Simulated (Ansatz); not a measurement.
Input, command and steps of an Ansatz relaxation.

```yaml
crystal:
  lattice:
    - [3.1939827171, -0.007253875, -0.0261141794]
    - [-1.6032733985, 2.7624432348, 0.0261141794]
    - [0.0152878814, -0.0088264624, 5.5852017066]
  atoms:
    - { symbol: Hf, position: [0.2873842634, 0.7126157366, 0.2965697468] }
    - { symbol: Hf, position: [0.6184886159, 0.3815113841, 0.7600658664] }
    - { symbol: H, position: [0.2860884702, 0.7139115298, 0.925571511] }
    - { symbol: H, position: [0.6197844091, 0.3802155909, 0.1310641023] }
basis:
  ecutwfc: 500
kpoints:
  mp_grid: { grid: [12, 12, 6] }
hamiltonian:
  xc: r2scan
scf:
  occupations: { method: gaussian, width: 0.1 }
output:
  forces: true
  stress: true
  eigenvalues: true
relax:
  adjacent_minimum: "off"
  f_tol: 0.025
  max_steps: 70
  cell: { stress_tol: 0.12 }
```

```bash
ansatz run input.yaml --threads 2 --pin off --max-ram 5120MiB --backend cpu --events-out ev --progress --plain --runs-dir out
```

Computed with DFT r2SCAN, scalar-relativistic, plane waves, PAW in Ansatz 0.2.0.

Of 4 frames 4 are shown, positions in Å and forces in eV/Å; the SCF threshold varies from step to step. Steps run on the plane waves of an earlier cell, with a Pulay correction in the pressure. The basis is chosen afresh for the last frame, the zero of the energies, and can be on the way; energy and pressure step there, also at an unchanged geometry. The mark taken_back stands on steps that the optimiser undid.

```xyz
4
Lattice="3.1940 -0.0073 -0.0261 -1.6033 2.7624 0.0261 0.0153 -0.0088 5.5852" Properties=species:S:1:pos:R:3:forces:R:3 pbc="T T T" step=1 free_energy_over_end_meV_per_atom=0.25 pressure_GPa=-0.25
Hf   -0.2201    1.9639    1.6675    0.0000    0.0000    0.0440
Hf    1.3754    1.0427    4.2389    0.0000    0.0000   -0.0440
H    -0.2167    1.9619    5.1807    0.0020   -0.0010   -0.0210
H     1.3720    1.0447    0.7258   -0.0020    0.0010    0.0210
4
Lattice="3.1912 0.0047 -0.0202 -1.5915 2.7660 0.0202 0.0248 -0.0143 5.4817" Properties=species:S:1:pos:R:3:forces:R:3 pbc="T T T" step=2 free_energy_over_end_meV_per_atom=5.85 pressure_GPa=2.11 taken_back
Hf   -0.2170    1.9724    1.6656    0.0020   -0.0010   -0.5410
Hf    1.3926    1.0431    4.1303   -0.0020    0.0010    0.5410
H    -0.2003    1.9627    5.0629    0.0030   -0.0020    0.0100
H     1.3759    1.0527    0.7330   -0.0030    0.0020   -0.0100
4
Lattice="3.1957 -0.0027 -0.0224 -1.6002 2.7662 0.0224 0.0216 -0.0125 5.5602" Properties=species:S:1:pos:R:3:forces:R:3 pbc="T T T" step=3 free_energy_over_end_meV_per_atom=0.00 pressure_GPa=0.03
Hf   -0.2162    1.9672    1.6603   -0.0050    0.0030    0.0190
Hf    1.3832    1.0438    4.2191    0.0050   -0.0030   -0.0190
H    -0.2110    1.9642    5.1471    0.0100   -0.0060    0.0090
H     1.3779    1.0468    0.7322   -0.0100    0.0060   -0.0090
4
Lattice="3.1957 -0.0027 -0.0224 -1.6002 2.7662 0.0224 0.0216 -0.0125 5.5602" Properties=species:S:1:pos:R:3:forces:R:3 pbc="T T T" step=4 free_energy_over_end_meV_per_atom=0.00 pressure_GPa=0.03
Hf   -0.2162    1.9672    1.6603   -0.0050    0.0030    0.0200
Hf    1.3832    1.0438    4.2191    0.0050   -0.0030   -0.0200
H    -0.2110    1.9642    5.1471    0.0100   -0.0060    0.0090
H     1.3779    1.0468    0.7322   -0.0100    0.0060   -0.0090
```

It took 95 s on 2 threads of Arm Neoverse V2 (shared host), peak memory 0.75 GiB.

Spin–orbit coupling is left out, which can shift energies with elements as heavy as these.